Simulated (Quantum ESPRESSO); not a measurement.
## Band energies of GaAl3N4

```
GaAl3N4
1.0
    4.40144     0.00000     0.00000
    0.00000     4.40144     0.00000
    0.00000     0.00000     4.40144
N Al Ga
4 3 1
Cartesian
  3.27538   3.27538   1.12606
  3.27538   1.12606   3.27538
  1.12606   1.12606   1.12606
  1.12606   3.27538   3.27538
  2.20072   2.20072   0.00000
  0.00000   2.20072   2.20072
  2.20072   0.00000   2.20072
  0.00000   0.00000   0.00000
```

LDA (Quantum ESPRESSO, PseudoDojo norm-conserving, 84 Ry, without SOC); path ΓXMΓRX,MR; energies in eV from the valence-band maximum.

| k (1/Å) | point | band 17 | band 18 | band 19 | band 20 | band 21 | band 22 | band 23 | band 24 |
|---|---|---|---|---|---|---|---|---|---|
| 0.00 | Γ | -1.99 | -1.99 | 0.00 | 0.00 | 0.00 | 3.39 | 3.39 | 3.39 |
| 0.48 |  | -1.72 | -1.57 | -1.57 | -0.55 | -0.55 | 4.68 | 5.28 | 5.28 |
| 0.71 | X | -2.62 | -1.22 | -1.22 | -0.95 | -0.95 | 5.59 | 5.63 | 6.09 |
| 0.95 |  | -2.12 | -1.42 | -1.28 | -0.90 | -0.77 | 5.93 | 6.00 | 6.29 |
| 1.43 | M | -2.59 | -0.85 | -0.55 | -0.54 | -0.54 | 7.22 | 7.50 | 7.50 |
| 1.60 |  | -1.98 | -1.04 | -0.82 | -0.78 | -0.33 | 6.71 | 7.06 | 7.13 |
| 1.93 |  | -1.85 | -1.84 | -1.55 | -0.75 | -0.05 | 5.04 | 5.21 | 5.32 |
| 2.27 |  | -2.03 | -1.95 | -0.40 | -0.08 | 0.00 | 3.61 | 3.63 | 3.68 |
| 2.44 | Γ | -1.99 | -1.99 | 0.00 | 0.00 | 0.00 | 3.39 | 3.39 | 3.39 |
| 2.79 |  | -1.76 | -1.76 | -1.49 | -0.10 | -0.10 | 4.29 | 4.38 | 4.38 |
| 3.14 |  | -1.28 | -1.15 | -1.15 | -0.34 | -0.34 | 5.75 | 6.34 | 6.34 |
| 3.67 | R | -0.61 | -0.61 | -0.38 | -0.38 | -0.38 | 5.44 | 6.94 | 6.94 |
| 3.96 |  | -0.85 | -0.76 | -0.73 | -0.56 | -0.51 | 5.98 | 7.02 | 7.36 |
| 4.25 |  | -1.51 | -1.02 | -1.00 | -0.91 | -0.77 | 6.22 | 6.54 | 6.73 |
| 4.68 | X | -2.62 | -1.22 | -1.22 | -0.95 | -0.95 | 5.59 | 5.63 | 6.09 |
| 4.68 | M | -2.59 | -0.85 | -0.55 | -0.54 | -0.54 | 7.22 | 7.50 | 7.50 |
| 4.86 |  | -2.19 | -0.83 | -0.56 | -0.53 | -0.53 | 6.98 | 7.58 | 7.58 |
| 5.40 | R | -0.61 | -0.61 | -0.38 | -0.38 | -0.38 | 5.44 | 6.94 | 6.94 |

The LDA gap is 3.39 eV and nearly direct: the edges lie at 83 % of the way from M to Γ and Γ, the smallest direct gap within 0.02 eV of it. Another valence extremum on the path lies within 0.02 eV, too close to call.

Spin-orbit splittings are left out.

Geometry of the Materials Project entry, not relaxed at this level.

The structure is a Materials Project entry; no match was found in the copy of COD used, and its stability was not checked.
